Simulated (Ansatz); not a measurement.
**Phonons of LuCo3B2**

Level of theory: DFT, PBEsol, scalar-relativistic, collinear spin; plane waves to 420 eV with PAW datasets (Ansatz 0.2.0), Gaussian smearing of 0.15 eV. The datasets are Ansatz's generated set soft_2.

```
Lu Co B
1.0
     4.88838    0.00000    0.00000
    -2.44419    4.23347    0.00000
     0.00000    0.00000    2.97983
Lu Co B
1 3 2
Direct
  0.00000 0.00000 0.00000
  0.50000 0.00000 0.50000
  0.50000 0.50000 0.50000
  0.00000 0.50000 0.50000
  0.33333 0.66667 0.00000
  0.66667 0.33333 0.00000
```

The chain of runs began from a cell as deposited in COD, expanded in volume.

Moments typed, the run going on from the state of an earlier one (μB, in the order of the atoms): 0.0, 0.05, 0.05, 0.05, 0.0, 0.0.

The moments died out.

Force constants come from finite displacements in a 2×2×2 supercell (the unit cell's 8×8×12 k-mesh, folded to it); the long-range dipole term is not included. Points in reciprocal vectors of this cell: Γ = (0.000, 0.000, 0.000), M = (0.500, 0.000, 0.000), K = (0.333, 0.333, 0.000), A = (0.000, 0.000, 0.500), L = (0.500, 0.000, 0.500), H = (0.333, 0.333, 0.500).

Task: Is the structure dynamically stable along this path, and where does the spectrum end?

Result: Yes: no branch is imaginary beyond numerical noise. The highest frequency is 684 cm⁻¹, at A. Points that don't fit the supercell are interpolated.

Frequencies at the named points (cm⁻¹, imaginary ones negative):
| point | ω (cm⁻¹) |
| --- | --- |
| Γ | 0 0 0 136 141 141 186 220 220 253 253 387 387 394 503 503 591 643 |
| M | 95 96 122 135 163 199 211 214 216 249 290 333 398 460 461 485 599 616 |
| K | 97 109 109 183 183 193 193 209 222 223 316 316 415 459 459 475 606 606 |
| A | 68 68 102 102 167 167 181 198 227 296 296 319 451 451 468 468 643 684 |
| L | 81 82 104 147 171 187 191 224 238 280 297 317 455 463 464 469 650 663 |
| H | 88 88 93 170 171 171 216 216 241 262 311 311 454 465 467 467 655 655 |

Task: What does the harmonic approximation give for the vibrational free energy, entropy and heat capacity?

Result: Zero-point energy 55.7 meV/atom.
```
T (K)  F_vib (meV/atom)  S (J/K per mole of atoms)  C_V (J/K per mole of atoms)
  100              53.7                        5.9                          9.7
  200              42.7                       15.2                         17.1
  300              22.9                       22.8                         20.5
  400              -4.1                       29.0                         22.2
  500             -36.8                       34.0                         23.1
  600             -74.4                       38.3                         23.6
  700            -116.0                       42.0                         23.9
  800            -161.2                       45.2                         24.2
  900            -209.5                       48.0                         24.3
 1000            -260.6                       50.6                         24.4
```

The highest mode, 684 cm⁻¹, is worth 980 K. At 300 K the heat capacity has reached 82 % of the classical limit 3R = 24.9 J/K per mole of atoms, since the stiffer modes are still partly frozen out.

The crystal is a metal or nearly so; low and unstable modes depend on mesh and smearing.

Run time: 20 min on 4 threads of AMD EPYC 9R45 96-Core Processor (Zen 5) (shared host), peak memory 6.3 GiB.

No spin–orbit coupling, a notable omission for heavy elements.
